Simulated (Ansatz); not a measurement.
Input, command and steps of an Ansatz relaxation.

```yaml
crystal:
  lattice:
    - [3.7681175219, 0.0, 0.0]
    - [-1.35875491, 3.3877753694, 0.0]
    - [1.6704334971, 0.8546785307, 4.7415684936]
  atoms:
    - { symbol: Li, position: [0.6793606655, 0.0443678395, 0.3986951518] }
    - { symbol: Li, position: [0.5182879644, 0.6103525042, 0.8776409728] }
    - { symbol: Li, position: [0.4526114251, 0.1006005422, 0.0365482813] }
    - { symbol: B, position: [0.2378326505, 0.4115480175, 0.4538966722] }
    - { symbol: B, position: [0.8851488002, 0.5302143878, 0.6118735638] }
basis:
  ecutwfc: 420
kpoints:
  mp_grid: { grid: [6, 6, 4] }
hamiltonian:
  xc: pbe
scf:
  occupations: { method: gaussian, width: 0.1 }
  lower_state_search: "off"
output:
  forces: true
  stress: true
  eigenvalues: true
relax:
  adjacent_minimum: "off"
  f_tol: 0.04
  max_steps: 70
  cell: { stress_tol: 0.4 }
```

```bash
ansatz run input.yaml --threads 1 --pin off --max-ram 2560MiB --backend cpu --events-out ev --progress --plain --runs-dir out
```

Method: Ansatz 0.2.0, DFT PBE, scalar-relativistic, plane waves, PAW.

Of 30 frames 10 are shown, positions in Å and forces in eV/Å; the SCF threshold varies from step to step. Steps run on the plane waves of an earlier cell, with a Pulay correction in the pressure. The basis is chosen afresh for the last frame, the zero of the energies, and at times for earlier ones too; energy and pressure step there, also at an unchanged geometry. Here that happened at step 23 (-35 meV/atom, 1.8 GPa); the frames before carry an error of that size. The mark taken_back stands on steps that the optimiser undid.

```xyz
5
Lattice="3.7681 0.0000 0.0000 -1.3588 3.3878 0.0000 1.6704 0.8547 4.7416" Properties=species:S:1:pos:R:3:forces:R:3 pbc="T T T" step=1 free_energy_over_end_meV_per_atom=993.88 pressure_GPa=7.22
Li    3.1656    0.4911    1.8904   -0.1874   -0.3020    0.3963
Li    2.5897    2.8178    4.1614   -3.1793    1.6671    1.9077
Li    1.6299    0.3720    0.1733   -0.0922   -0.4441    0.9767
B     1.0952    1.7822    2.1522    1.8269   -0.7875   -1.2870
B     3.6370    2.3192    2.9012    1.6321   -0.1336   -1.9938
5
Lattice="3.3625 -0.2933 -0.1167 -1.4762 3.7291 0.2882 1.2773 1.1286 4.4778" Properties=species:S:1:pos:R:3:forces:R:3 pbc="T T T" step=4 free_energy_over_end_meV_per_atom=442.31 pressure_GPa=-0.57
Li    2.7272    0.4318    1.7994    0.1749    0.2026   -0.0324
Li    1.7109    3.2453    3.9681   -0.0538    0.1336    0.1662
Li    1.2353    0.2180    0.3340   -0.5498   -0.3134   -0.0924
B     1.0917    1.9599    2.1097    1.5208    0.8867    0.5737
B     3.0930    2.3445    2.6055   -1.0921   -0.9095   -0.6152
5
Lattice="3.0718 -0.4543 -0.1764 -1.5161 4.0672 0.5462 1.0367 1.4588 4.4736" Properties=species:S:1:pos:R:3:forces:R:3 pbc="T T T" step=7 free_energy_over_end_meV_per_atom=184.20 pressure_GPa=4.78
Li    2.4339    0.6080    1.7588   -0.1744    0.1832   -0.3583
Li    1.3734    3.6743    4.1415    0.3618   -0.0560    0.1405
Li    0.8690   -0.0196    0.2444   -0.3052   -0.3150   -0.3063
B     1.0901    2.4070    2.3245   -1.3946    0.1482    0.0244
B     2.6454    2.4429    2.6097    1.5124    0.0395    0.4997
5
Lattice="3.0654 -0.4365 -0.1767 -1.4979 4.0795 0.9033 1.0375 1.9710 4.9895" Properties=species:S:1:pos:R:3:forces:R:3 pbc="T T T" step=11 free_energy_over_end_meV_per_atom=66.11 pressure_GPa=0.67
Li    2.2730    1.0332    1.7430    0.0172    0.0770    0.0685
Li    1.6172    4.2773    4.5092    0.0096   -0.1369    0.0846
Li    0.6656   -0.1647    0.3253   -0.0720   -0.0267   -0.0759
B     1.1355    2.6505    3.0212    0.1738    0.1059    0.0746
B     2.7359    2.6046    3.3124   -0.1285   -0.0189   -0.1521
5
Lattice="3.0570 -0.6298 0.0713 -1.6686 4.1694 0.8401 1.3020 1.9272 5.5982" Properties=species:S:1:pos:R:3:forces:R:3 pbc="T T T" step=14 free_energy_over_end_meV_per_atom=57.23 pressure_GPa=-0.09
Li    2.3462    0.8763    2.2594    0.0130    0.0688   -0.1576
Li    1.6808    4.1876    5.0133   -0.0010   -0.0933    0.1710
Li    0.6752   -0.2075    0.3894   -0.0041    0.0144   -0.0180
B     1.2498    2.6350    3.5026   -0.1708    0.1469   -0.0024
B     2.7911    2.4217    3.7750    0.1629   -0.1368    0.0070
5
Lattice="2.9571 -0.8896 0.4091 -1.8661 4.4053 0.6485 1.6239 1.7502 6.0225" Properties=species:S:1:pos:R:3:forces:R:3 pbc="T T T" step=17 free_energy_over_end_meV_per_atom=49.77 pressure_GPa=-0.48 taken_back
Li    2.4533    0.6187    2.5979   -0.0051    0.0704    0.0268
Li    1.6832    4.0563    5.4371   -0.0120    0.1405    0.0489
Li    0.6956   -0.2113    0.5010    0.0131   -0.1959   -0.0817
B     1.3080    2.5973    3.8425    0.0190   -0.0805   -0.1670
B     2.7562    2.1113    4.1818   -0.0150    0.0655    0.1729
5
Lattice="2.9609 -0.8538 0.3657 -1.8353 4.3452 0.6475 1.5791 1.7309 5.9755" Properties=species:S:1:pos:R:3:forces:R:3 pbc="T T T" step=20 free_energy_over_end_meV_per_atom=45.89 pressure_GPa=-0.01
Li    2.4283    0.6480    2.5586    0.0062    0.0097   -0.0003
Li    1.6662    4.0429    5.3724   -0.0070   -0.0151   -0.0030
Li    0.7043   -0.2672    0.4730   -0.0006   -0.0002   -0.0022
B     1.3011    2.5711    3.7689    0.0185    0.0176    0.0069
B     2.7528    2.1290    4.1538   -0.0171   -0.0120   -0.0014
5
Lattice="2.9531 -0.8724 0.3782 -1.8492 4.3660 0.6426 1.5871 1.7256 6.0089" Properties=species:S:1:pos:R:3:forces:R:3 pbc="T T T" step=24 free_energy_over_end_meV_per_atom=8.79 pressure_GPa=1.67
Li    2.4308    0.6379    2.5808    0.0033    0.0130    0.0098
Li    1.6505    4.0408    5.4008   -0.0031   -0.0197   -0.0149
Li    0.7036   -0.2725    0.4766   -0.0002    0.0015    0.0004
B     1.2985    2.5725    3.7908    0.0126   -0.0020    0.0114
B     2.7433    2.1161    4.1836   -0.0126    0.0073   -0.0066
5
Lattice="2.9432 -0.9217 0.3880 -1.8900 4.4791 0.6979 1.5839 1.8101 6.1356" Properties=species:S:1:pos:R:3:forces:R:3 pbc="T T T" step=27 free_energy_over_end_meV_per_atom=1.68 pressure_GPa=0.60
Li    2.4276    0.6541    2.6500    0.0047    0.0073    0.0005
Li    1.6091    4.1519    5.5386   -0.0004   -0.0025    0.0007
Li    0.7128   -0.2803    0.4862   -0.0019   -0.0081   -0.0043
B     1.2681    2.6605    3.9025    0.0043   -0.0006   -0.0014
B     2.7049    2.1647    4.2774   -0.0067    0.0039    0.0044
5
Lattice="2.9405 -0.9521 0.3749 -1.9163 4.5550 0.7500 1.5593 1.8794 6.1849" Properties=species:S:1:pos:R:3:forces:R:3 pbc="T T T" step=30 free_energy_over_end_meV_per_atom=0.00 pressure_GPa=0.05
Li    2.4415    0.6629    2.6711    0.0026    0.0013   -0.0023
Li    1.5969    4.2324    5.6104    0.0035    0.0002    0.0023
Li    0.7577   -0.3038    0.4885    0.0060    0.0010   -0.0013
B     1.1899    2.7436    3.9521   -0.0046   -0.0018   -0.0007
B     2.6255    2.2250    4.3020   -0.0074   -0.0007    0.0020
```

The start is a random arrangement. At the end the space group is Pm (tolerance 0.05 Å).

Time: 4.8 min on 1 thread of Intel(R) Xeon(R) Platinum 8259CL CPU @ 2.50GHz (Skylake/Cascade Lake), with other jobs on the host, peak memory 0.46 GiB.

The k mesh is coarse.